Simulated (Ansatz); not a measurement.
# How well does gap foretell ε∞?

The table holds gap and ε∞ of 12 crystals, one entry left out.

Where the numbers come from (Ansatz, a plane-wave PAW program): ε∞: r²SCAN, linear response, mean over directions (which differ by under 30 %); gap: HSE06, on its own or a semilocal cell. Cells of the HSE06 gaps: its own cell for CdF2, CuI, NaCl, BaHfO3, Si, KZnF3, CdS, LiH; the r²SCAN cell for SiO2 (P3₁21, hP9), 3C-SiC, 6H-ZnS, SiO2 (P3₂21, hP9).

Runs started from generated or typed cells of the structure named: CuI (for some of its values); NaCl; 3C-SiC; BaHfO3 (for some of its values); Si; CdS. Whether these are the forms stable at ambient conditions was not checked: 6H-ZnS. Spin–orbit coupling is left out unless named; in separate runs it moves the gap by CuI −0.15 eV (r²SCAN), BaHfO3 −0.09 eV (r²SCAN); it moves the gap of CdF2, CdS by under 0.05 eV.

```tsv
crystal	E_g (eV)	ε∞
CdF2 (fluorite)	5.14	2.65
SiO2 (P3₁21, hP9)	7.78	2.38
CuI (zinc blende)	2.60	5.70
NaCl (rock salt)	6.45	2.41
3C-SiC	2.23	[?]
BaHfO3 (cubic perovskite)	5.18	4.34
6H-ZnS	3.40	5.44
SiO2 (P3₂21, hP9)	7.78	2.38
Si (diamond type)	1.14	11.7
KZnF3 (cubic perovskite)	6.28	2.27
CdS (zinc blende)	2.10	5.50
LiH (rock salt)	3.96	3.89
```

Q: Fit ln(ε∞) = c + k × ln(gap) by least squares to the 11 complete rows, with the units of the table, and predict the withheld value.

A: Logarithms (x, y): CdF2 (1.637, 0.975); SiO2 (P3₁21, hP9) (2.052, 0.867); CuI (0.956, 1.740); NaCl (1.864, 0.880); BaHfO3 (1.645, 1.468); 6H-ZnS (1.224, 1.694); SiO2 (P3₂21, hP9) (2.052, 0.867); Si (0.131, 2.460); KZnF3 (1.837, 0.820); CdS (0.742, 1.705); LiH (1.376, 1.358). Means: x̄ = 1.411, ȳ = 1.349. Sums of products about the means: Sxx = 3.643, Sxy = −3.015. Slope k = −3.015/3.643 = −0.828; intercept c = 1.349 − (−0.828) × 1.411 = 2.517; r² = 0.91. For 3C-SiC, x = 0.802, so y = 2.517 + (−0.828) × 0.802 = 1.853 and ε∞ = e^(1.853) = 6.38.

Against the calculation: The calculation gives 6.52, 2 % above the estimate. The fitted rows scatter by 17 % (standard error of the fit), so this miss is within the scatter, in the logarithm; the row farthest from the line is BaHfO3. The usual reason for the trend: the electronic permittivity sums virtual transitions across the gap. The line is a summary of these rows, no law.

ε∞ is the long-wavelength electronic value; dispersion raises indices towards the gap. HSE06 gaps come from coarse meshes and special points. Where several phases of a formula are at hand, those over 0.1 eV/atom above the lowest were not drawn (by r²SCAN where it compared them, else by the largest value; a layered or molecular lowest phase counts only with a dispersion term); other phases could lie lower still. Crystals of Pb, Bi, Tl or Hg, those whose gap spin–orbit coupling moves by over 0.3 eV, and those of Te, I or Sb with no such test at hand were not drawn. The rows are a sample with a lean to familiar crystals, kept because the fitted rows follow a line with r² over 0.75 in the expected sense, which many samples do not; the withheld row is never an end of the range. Limits of the draw: gap 0.2 eV or more above the photon energy; for ε, a gap over 0.5 eV at its level, values under 300, no layered crystals; no unfamiliar magnets, and cubic perovskites only if shown or known to be stable. As a rule kept out of such tables: 4f compounds, open-shell compounds run without a Hubbard term, cells found unstable in the tests at hand, cells close to a higher symmetry, and runs set to a pressure or over 12 % in volume from the crystal's fullest run.
